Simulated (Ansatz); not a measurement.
# Rh: energy along a strain

Rh, Fm-3m, a = 3.803 Å (as given, not relaxed at this level: -5.1 GPa). Ansatz: PBEsol, PAW, 420 eV, Γ-centred 22×22×22 mesh on 1 atom, Gaussian smearing 0.15 eV; no spin polarisation. Cell vectors (Å): 0.000 1.902 1.902; 1.902 0.000 1.902; 1.902 1.902 0.000. The cell is strained by x per cent times the pattern (1 0 0 0 0 0) in the order xx yy zz yz xz xy (engineering shears), with fractional coordinates held. y is the free energy over the start, V0 = 13.752 Å³/atom.

| x (%) | y (meV/atom) |
| --- | --- |
| -4.00 | ? |
| -3.00 | 4.82 |
| -2.00 | -0.92 |
| -1.00 | -2.45 |
| 0.00 | 0.00 |
| 1.00 | 6.18 |
| 2.00 | 15.84 |
| 3.00 | 28.74 |
| 3.50 | 36.34 |
| 4.00 | 44.66 |

Problem. Fit y = c1 x + c2 x² + c3 x³ to the other rows, get the stiffness along the pattern, and predict the missing energy.

Solution. Least squares on the rows shown. y = 4.3512 x + 1.8647 x² − 0.040373 x³. The clamped-ion stiffness p·C·p = 2 × 18.65 eV × 160.2 / 13.752 Å³ = 434 GPa, which is C11 in these axes (second derivative at the start, which stands under stress). At x = -4.00 the fit asked for gives 15.01 meV/atom. The run gave 15.07 meV/atom, so the fit is 0.06 meV/atom too low, a small miss on the scale of the series.